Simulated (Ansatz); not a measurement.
Ge (diamond)

```
Ge
1.0
    0.00000     5.67439     5.67439
    2.83720     2.83720     5.67439
    2.83720     2.83720     0.00000
Ge
4
Direct
  0.00000   0.50000   0.50000
  0.50000   0.50000   0.50000
  0.00000   0.75000   0.75000
  0.50000   0.75000   0.75000
```

The atoms are displaced by Q × the pattern below (from a DFPT mode at X = (0.5, 0.5, 0.0), largest move 1; Q in Å), at fixed cell. It is one choice among 2 degenerate patterns. (q is in reciprocal vectors of the primitive cell; the cell shown is doubled to hold the pattern.)

```tsv
atom	x	y	z
Ge1	0.000	0.000	1.000
Ge2	0.000	0.000	-1.000
```

Atoms not listed stay in place.

All values below come from r2SCAN (plane waves to 500 eV, PAW, scalar-relativistic; Ansatz, a program for electronic structure). k mesh 10×10×10 (Γ-centred), Fermi-Dirac smearing 0.05 eV. E stands for the smeared free energy. As the smearing reaches across the gap at some points, energies and forces of such displacements shift with the k mesh and the smearing. Ge was relaxed with its symmetry unable to fall. The zero of ΔE is the undisplaced structure. The last digit holds for this mesh only.

```
Q (Å)    ΔE (meV/cell)
-------  -------------
-0.2800         1138.6
-0.2333          802.1
-0.1867          518.6
-0.1400       withheld
-0.0933          131.1
-0.0467           32.9
0.0000             0.0
0.0467            32.9
0.0933           131.1
0.1400        withheld
0.1867           518.6
0.2333           802.1
0.2800          1138.6
```

Question: Fit an even polynomial form (powers 2, 4, 6) to the given rows and predict ΔE at Q = 0.1400.

Answer: Least squares on the 11 given rows: ΔE = (15090)·Q² + (-4854)·Q⁴ + (-29930)·Q⁶, in meV/cell with Q in Å; root-mean-square residual 0.14 meV/cell. At 0.1400 the fit gives 293.7 meV/cell; the calculation gives 293.7 meV/cell, the same to the digits shown. The quadratic term alone would give 295.8 meV/cell.

(For displaced atoms, the force is minus the slope of the energy, and its curvature is a force constant, which sets phonon frequencies.)
